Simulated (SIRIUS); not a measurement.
Band structure of W (Im-3m, 1 atom in the cell; from Materials Project mp-91).

```xyz
1
Lattice="-1.5852 1.5852 1.5852 1.5852 -1.5852 1.5852 1.5852 1.5852 -1.5852" Properties=species:S:1:pos:R:3 pbc="T T T"
W      0.0000     0.0000     0.0000
```

Computed with PBEsol, GBRV PBEsol ultrasoft pseudopotentials (plane waves; SIRIUS).

Settings: parameters.ngridk = 10 10 10; parameters.xc_functionals = [XC_GGA_X_PBE_SOL, XC_GGA_C_PBE_SOL]; parameters.gk_cutoff = 6.325 1/bohr; parameters.pw_cutoff = 14.143 1/bohr; parameters.smearing = fermi_dirac; parameters.smearing_width = 0.00367493 Ha; potentials = GBRV PBEsol ultrasoft pseudopotentials; parameters.electronic_structure_method = pseudopotential; parameters.num_bands = 11; parameters.num_mag_dims = 0; parameters.num_dft_iter = 100; parameters.energy_tol = 1e-07 Ha; parameters.density_tol = 1e-06; mixer.type = broyden2.

Spin-orbit coupling is left out, which matters for bands and gaps with elements this heavy. The structure comes from a collection of computed structures, made at another level of theory; the collection holds predicted forms beside known ones. No clean gap shows at this smearing width and mesh (spacing up to 0.28 Å⁻¹); the mesh is coarse for partly filled bands, so the values carry mesh errors.

Points are given in units of this cell's reciprocal vectors. Levels in eV from the Fermi level, bands 4 to 10:
```csv
point,4,5,6,7,8,9,10
Γ (0 0 0),-37.85,-9.73,-1.34,-1.34,-1.34,2.11,2.11
H (0.5 -0.5 0.5),-38.74,-5.92,-5.92,5.02,5.02,5.02,8.09
N (0 0 0.5),-37.86,-6.36,-3.66,0.58,2.00,2.98,6.01
P (0.25 0.25 0.25),-38.49,-3.06,-3.06,-3.06,3.14,3.14,6.41
```

3 bands cross the Fermi level along this path, so the cell has no gap at this level.
